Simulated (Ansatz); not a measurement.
Relaxed InP (zinc blende):

```yaml
crystal:
  lattice:
    - [0.00000, 5.90731, 5.90731]
    - [2.95366, 0.00000, 2.95366]
    - [2.95366, 2.95366, 0.00000]
  atoms:
    - { symbol: P, position: [0.37500, 0.75000, 0.75000] }
    - { symbol: P, position: [0.87500, 0.75000, 0.75000] }
    - { symbol: In, position: [0.00000, 0.00000, 0.00000] }
    - { symbol: In, position: [0.50000, 0.00000, 0.00000] }
```

A phonon eigenvector at L = (0.5, 0.0, 0.0) is frozen into this cell: atom i moves by Q times the vector below, so Q is the largest atomic displacement, in Å. The cell is held. It is one choice among 2 degenerate patterns. (q is in reciprocal vectors of the primitive cell; the cell shown is doubled to hold the pattern.)

```json
[
 {"atom": "P1", "x": "-0.285", "y": "0.520", "z": "-0.805"},
 {"atom": "P2", "x": "0.285", "y": "-0.520", "z": "0.805"},
 {"atom": "In3", "x": "-0.067", "y": "0.122", "z": "-0.189"},
 {"atom": "In4", "x": "0.067", "y": "-0.122", "z": "0.189"}
]
```

Calculation: r2SCAN (plane waves to 500 eV, PAW, scalar-relativistic; Ansatz, an electronic-structure program). k mesh 5×10×10 (Γ-centred), Fermi-Dirac smearing 0.05 eV. InP was relaxed with its symmetry unable to fall. The PAW data are Ansatz's earlier set. 

```csv
Q (Å),−dE/dQ from forces (eV/Å)
-0.280,7.648
-0.233,6.221
-0.187,4.882
-0.140,3.609
-0.093,2.381
-0.047,1.184
0.000,0.000
0.047,-1.184
0.093,-2.381
0.140,-3.609
0.187,-4.882
0.233,-6.221
0.280,-7.648
```

Question: What harmonic wavenumber does the curvature at Q = 0 give?

Answer: 304 cm⁻¹. E″ = 25.31 eV/Å², M = Σ mᵢ|uᵢ|² = 74.7 u, ν̃ = 521.5·√(|E″|/M).

(A displaced cell: forces are minus the slopes of the energy, force constants its curvatures, and phonons follow from these.)
